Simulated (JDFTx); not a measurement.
```yaml
surface: TiTe2(0001), Te outermost, slab composition Ti2Te4
bulk: TiTe2, P-3m1, lattice of mp-1907 (not re-optimised)
slab: 6 atoms in 6 planes, 1x1, 10.2 Å between the outermost planes
in-plane cell: 3.824 × 3.824 Å, 12.67 Å²
cell_height: 26.1 Å
sampling: 6×6×1 k mesh, Fermi smearing 0.01 Ha, no spin polarisation
```

Whether this polymorph is the ambient one wasn't checked. Neither spin polarisation nor a larger cell was tried.

Computed with a modified build of JDFTx: PBE, GBRV ultrasoft potentials, plane waves to 20/100 Ha. Liquid: CANDLE, water, 1 M NaCl. The neutral cell holds 48 valence electrons and has two faces of 12.665 Å² each. Last filling lines of the neutral and of a charged run (μ in hartree, zero in the bulk liquid):

```
FillingsUpdate:  mu: -0.174164144  nElectrons: 48.000000
FillingsUpdate:  mu: -0.199916000  nElectrons: 47.884008
```

Worked example: both potentials, by the convention U = −μ/e − 4.44 V vs SHE, the surface charge density and the mean capacitance.

U_pzc = 0.17416 × 27.2114 − 4.44 = 0.30 V; U = 0.19992 × 27.2114 − 4.44 = 1.00 V. The cell has -0.1160 excess electrons, a net charge of 0.1160 e, shared by two faces: σ = 0.1160 e / (2 × 12.665 Å²) = 0.00458 e/Å² = 7.3 μC/cm² (1 e/Å² = 1602.18 μC/cm²). C = σ/(U − U_pzc) = 7.3/0.70 ≈ 10 μF/cm².
